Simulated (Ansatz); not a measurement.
SnAu (NiAs type, P6_3/mmc) under volume change, plane-wave PAW r²SCAN (Ansatz code), shape and atoms relaxed at each volume.

| V (Å³/atom) | E − E(relaxed) (meV/atom) | P (GPa) |
|---|---|---|
| 20.961 | 59.4 | 10.14 |
| 21.652 | 24.7 | 6.10 |
| 22.343 | 5.8 | 2.76 |
| 23.034 | 0.0 | 0.00 |
| 23.725 | 5.1 | -2.30 |
| 24.416 | 19.3 | -4.23 |
| 25.107 | 41.2 | -5.84 |

### Question
What does a third-order Birch–Murnaghan fit give for V₀, B₀ and B′?

### Answer
V₀ = 23.03 Å³/atom, B₀ = 84.4 GPa, B′ = 5.1.

The workflow started from a Materials Project entry (that database holds measured and hypothetical structures alike); the Crystallography Open Database files this formula in space group No. 194, but the cells were not matched. Whether it is the stable phase at ambient conditions was not checked. The r²SCAN relaxation kept the symmetry of its start; of distortions, only those at the zone centre were tested. Scalar-relativistic: spin–orbit coupling is off unless named, which matters more the heavier the elements.

Potentials: the later of the program's two PAW sets.
